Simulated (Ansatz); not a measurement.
Input and command of a plane-wave DFT calculation in Ansatz:

```yaml
crystal:
  lattice:
    - [1.5377171754, 0.8878014252, 6.395951034]
    - [-1.5377171754, 0.8878014252, 6.395951034]
    - [0.0, -1.7756028503, 6.395951034]
  atoms:
    - { symbol: Ga, position: [0.9354399873, 0.9354399873, 0.9354399873] }
    - { symbol: Ga, position: [0.0645600127, 0.0645600127, 0.0645600127] }
    - { symbol: O, position: [0.2313497016, 0.2313497016, 0.2313497016] }
    - { symbol: O, position: [0.7686502984, 0.7686502984, 0.7686502984] }
basis:
  ecutwfc: 420
kpoints:
  mp_grid: { grid: [12, 12, 12] }
hamiltonian:
  xc: pbesol
scf:
  occupations: { method: fixed }
output:
  forces: true
  stress: true
  eigenvalues: true
  write_density: true
  write_potential: true
  elf: true
  volumetric_format: npy
relax:
  adjacent_minimum: "off"
  f_tol: 0.001
  max_steps: 60
  cell: { stress_tol: 0.01 }
```

```bash
ansatz run input.yaml --threads 2 --pin off --max-ram 7168MiB --backend cpu --events-out ev --progress --plain --runs-dir out
```

Processor: Intel(R) Xeon(R) 6975P-C (Granite Rapids), 2 threads, on a host shared with other jobs.

**Question.** How long does it run, and how much memory does it take?

**Answer.** About 23 s on 2 threads of Intel(R) Xeon(R) 6975P-C (Granite Rapids), on a shared host, peak memory 0.54 GiB. It solves 23 bands at 189 k points (the mesh reduced by the symmetry that the task leaves, which can be less than the crystal's) with about 999 plane waves (on the last cell), in 44 SCF iterations over 7 ionic steps.
